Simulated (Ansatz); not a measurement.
A trial cell of LiCaVC6N6, before relaxation:

```cif
data_structure
_symmetry_space_group_name_H-M 'F-43m'
_symmetry_Int_Tables_number 216
_cell_length_a 10.5940
_cell_length_b 10.5940
_cell_length_c 10.5940
_cell_angle_alpha 90.000
_cell_angle_beta 90.000
_cell_angle_gamma 90.000
_cell_volume 1188.99
loop_
_atom_site_label
_atom_site_type_symbol
_atom_site_symmetry_multiplicity
_atom_site_Wyckoff_symbol
_atom_site_fract_x
_atom_site_fract_y
_atom_site_fract_z
_atom_site_occupancy
Li1 Li 4 c 0.25000 0.25000 0.25000 1
Ca1 Ca 4 b 0.50000 0.00000 0.00000 1
V1 V 4 a 0.00000 0.00000 0.00000 1
C1 C 24 f 0.18095 0.00000 0.00000 1
N1 N 24 f 0.29139 0.00000 0.00000 1
```

The calculation used DFT PBE, scalar-relativistic, plane waves, PAW in Ansatz 0.2.0. Cutoff 420 eV, Gaussian smearing, Γ-centred meshes. Cell and atoms relax first on a coarse mesh and then on a finer one. In between, the cell is made exact in the group found at 0.06 Å. In metals the finer mesh still leaves noise of several meV/atom or more. The steps can't lower the symmetry of their start. Collinear spin, starting moments V 2.0 μB.

A guess keeps its type if space group and coordination stay and the shape of the cell changes little (axis ratios within about 15 %, angles within 6°); the volume may change.

**Question.** Will the relaxed cell still be of the starting type?

**Answer.** It keeps its type. The symmetry stays F-43m (No. 216). The volume per atom grows by 24.3 %, from 19.8 to 24.6 Å³. The shortest distance stays 1.17 Å (C–N). Counting neighbours within 15 % of an atom's shortest distance, the start has C 1, Ca 6, Li 24, N 1, V 6 and the end C 1, Ca 6, Li 24, N 1, V 6.

The last run used collinear spin, a 6×6×6 mesh for its 15-atom cell and Gaussian smearing of 0.10 eV. The magnetic state reached may not be the lowest. Symmetry constrained the relaxation, so the result can be a saddle point.
